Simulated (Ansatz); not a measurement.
A calculation with the code Ansatz. Plane-wave DFT: an element X is put into a periodic supercell of the crystal below and the atoms relax. X is one of the candidates, and is told by the neutral defect's formation energy over the elements (uncorrected), its moments where the run had spin, and its relaxed neighbours, eight at most.

```
cell
1.0
    -2.2080    2.2080    5.0169
     2.2080   -2.2080    5.0169
     2.2080    2.2080   -5.0169
Ge Ir La
3 1 1
Direct
  0.3429 0.8429 0.5000
  0.8429 0.3429 0.5000
  0.9996 0.9996 0.0000
  0.2382 0.2382 0.0000
  0.5795 0.5795 0.0000
```

| quantity | value |
| --- | --- |
| host atoms in supercell | 25 |
| functional | PBEsol |
| wave cutoff | 420 eV |
| k mesh | 3, 3, 3 |
| k shift | 0, 0, 0 mesh steps |
| gaussian smearing | 0.05 eV |
| start displacement | 0.03 angstrom |
| electrons started on | no chosen atoms |
| candidate elements | H, Cl, Se, Y, Nb, Pb |
| found formation energy | 0.914 eV |
| found largest move from host sites | 0.269 angstrom |

```tsv
supercell vector	supercell times a (host cell vectors)	supercell times b (host cell vectors)	supercell times c (host cell vectors)
A	2	1	2
B	-1	1	1
C	0	-2	-1
```

```csv
change element,change kind,change place a (host cell vectors),change place b (host cell vectors),change place c (host cell vectors)
X,on Ge,0.3429,-0.1571,0.5
```

```
found neighbour element  found neighbour distance (angstrom)
                     Ir                                2.644
                     Ir                                2.645
                     Ge                                2.785
                     Ge                                2.785
                     Ge                                3.055
                     Ge                                3.055
```

Which element is X?

Y.

Caveats: one random start near the defect, so other minima are possible; the supercell is small.
